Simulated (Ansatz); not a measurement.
Pd:
Space group Fd-3m, origin choice 1 (No. 227); a = b = c = 5.6846 Å, α = β = γ = 90.00°

```json
[
 {"atom": "Pd", "site": "8b", "symmetry": "-43m", "x": "0.5000", "y": "0.5000", "z": "0.5000"}
]
```
(The calculation used a cell of 2 atoms; values per cell refer to that cell.)

Relaxed with PBEsol.

Decompose the optical modes at the zone centre into irreducible representations, and say which are infrared and Raman allowed.

Point group m-3m: Γ_opt = T2g. Infrared: none. Raman: T2g.

Assign frequencies (DFPT, DFT-PBEsol in the program Ansatz with PAW potentials).

T2g 209 cm⁻¹.

The start of the workflow was typed in or built on a structure type; neither database checked (COD, Materials Project) lists it. It is not the phase usual at ambient conditions (space group No. 225). The PBEsol relaxation kept the symmetry of its start. At this level the phase is mechanically unstable. No spin polarisation was allowed. As this level gives no gap, phonon frequencies hold no LO–TO term and depend on the k-mesh and smearing (Fermi–Dirac, 0.1 eV here).

Potentials: the later of the program's two PAW sets.
